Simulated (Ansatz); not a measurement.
Relaxed-ion elastic tensor of Re (hcp (Mg type), P6_3/mmc) in GPa (Voigt order), r²SCAN in the plane-wave PAW code Ansatz; density 21.04 g/cm³, 14.70 Å³ per atom.

|  | 1 | 2 | 3 | 4 | 5 | 6 |
|---|---|---|---|---|---|---|
| 1 | 636 | 294 | 235 | 0.0 | 0.0 | 0.0 |
| 2 | 294 | 636 | 235 | 0.0 | 0.0 | 0.0 |
| 3 | 235 | 235 | 695 | 0.0 | 0.0 | 0.0 |
| 4 | 0.0 | 0.0 | 0.0 | 164 | 0.0 | 0.0 |
| 5 | 0.0 | 0.0 | 0.0 | 0.0 | 164 | 0.0 |
| 6 | 0.0 | 0.0 | 0.0 | 0.0 | 0.0 | 171 |

Problem. Is the crystal mechanically stable?

Solution. Yes: the smallest eigenvalue of C is 164 GPa.

Problem. Work out the Voigt, Reuss and Hill averages.

Solution. K_V = 388, K_R = 388, K_H = 388; G_V = 180, G_R = 177, G_H = 178 GPa.

Problem. Give Young's modulus, Poisson's ratio, Pugh's ratio and the universal anisotropy index.

Solution. E = 9KG/(3K + G) = 464 GPa; ν = 0.30; K/G = 2.18 (ductile by the Pugh limit of 1.75); A_U = 5G_V/G_R + K_V/K_R − 6 = 0.08.

Problem. Estimate the sound speeds and the Debye temperature.

Solution. v_l = √((K + 4G/3)/ρ) = 5450 m/s, v_t = √(G/ρ) = 2910 m/s, mean 3250 m/s; Θ = (h/k)(3n/4πV)^(1/3) v_m = 395 K.

Problem. How much does each axis shrink under pressure?

Solution. Linear compressibilities β_i = Σ_j S_ij (j = 1 to 3): x 0.86, y 0.86, z 0.86 per TPa.

The r²SCAN relaxation kept the symmetry of its start; of distortions, only those at the zone centre were tested. No spin polarisation was allowed. As this level gives no gap, shear constants depend on the k-mesh and smearing (Fermi–Dirac, 0.1 eV here). Scalar-relativistic: spin–orbit coupling is off unless named, which matters more the heavier the elements.

Potentials: the earlier of the program's two PAW sets.
